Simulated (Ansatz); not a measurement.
## Kick test of a cell of Al4Fe3Co

The structure comes from a generated guess, relaxed at this level; another structure or a mixture of phases may lie lower.

Level of theory: Ansatz, DFT PBE, scalar-relativistic, plane waves, PAW. Plane waves to 420 eV, a k mesh through Γ of 8×8×14 on the computed 8-atom cell and Gaussian smearing (0.10 eV); collinear spin from starting moments 0.0 0.0 0.0 0.0 -0.1 0.7 0.9 0.7 μB.

The cell below (8 atoms, space group P4/mmm (No. 123)) is relaxed within its symmetry.

```
CELL_PARAMETERS angstrom
5.73539 0.00000 0.00000
0.00000 5.73539 0.00000
0.00000 0.00000 2.86864
ATOMIC_POSITIONS crystal
Al 0.25075 0.74925 0.00000
Al 0.25075 0.25075 0.00000
Al 0.74925 0.74925 0.00000
Al 0.74925 0.25075 0.00000
Co 0.50000 0.50000 0.50000
Fe 0.50000 0.00000 0.50000
Fe 0.00000 0.00000 0.50000
Fe 0.00000 0.50000 0.50000
```

For the test it was strained at random (σ = 1.5 % a component), the atoms were moved at random (σ = 0.05 Å), and all was relaxed again on a coarse 8×4×4 mesh (in the run’s order of axes) with 0.20 eV smearing, with no symmetry imposed.

Another magnetic order may lie lower.

Question: What happens?

Answer: It returns, within 1 meV/atom of the unmoved cell on that mesh and with the same symmetry when read at 0.1 Å. No instability shows in this cell; modes of other wave vectors, which need another repeat, aren't tested.
